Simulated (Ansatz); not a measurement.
According to r²SCAN (plane waves, PAW; program Ansatz), B in the diamond structure (Fd-3m) relaxes to a = 4.053 Å. B has 4 nearest neighbours from 1.75 Å (tetrahedral).

Electronic character: metallic (no gap).

An equation-of-state fit gives a bulk modulus of 180 GPa. The relaxed-ion elastic constants in GPa are C11 = 111, C12 = 215, C44 = -88.9.

The start of the workflow was typed in or built on a structure type; neither database checked (COD, Materials Project) lists it. It is not the phase usual at ambient conditions (space group No. 166). The cell was relaxed with r²SCAN under the symmetry of its start. At this level the phase is mechanically unstable. As this level gives no gap, shear constants depend on the k-mesh and smearing (Fermi–Dirac, 0.1 eV here).

Potentials: the earlier of the program's two PAW sets.
